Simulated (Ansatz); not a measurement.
Values for one crystal, relaxed and computed with r²SCAN in the plane-wave PAW code Ansatz; other levels are named.

Volume per atom: 10.66 Å³
Electronic character: metallic (no gap)
Formation energy from the elements (no fitted shifts): -0.53 eV/atom
Density of states at the Fermi level: 0.49 states/eV per atom (mean over ±0.08 eV)

Question: Which of these materials gives this?
A. LaAl2Si2, P-3m1 (La on 1a, Al on 2d, Si on 2d)
B. TaSi2, P6_222 (Ta on 3d, Si on 6j)
C. NiGe, Pnma (Ni on 4c, Ge on 4c)
D. SiNi2, Pnma (Si on 4c, Ni on 4c, Ni on 4c)

Answer: D, SiNi2, Pnma (Si on 4c, Ni on 4c, Ni on 4c)

The cell was relaxed with r²SCAN under the symmetry of its start. No spin polarisation was allowed. The references are the lowest solids computed at this level, not always the standard phases.

Potentials: the later of the program's two PAW sets.
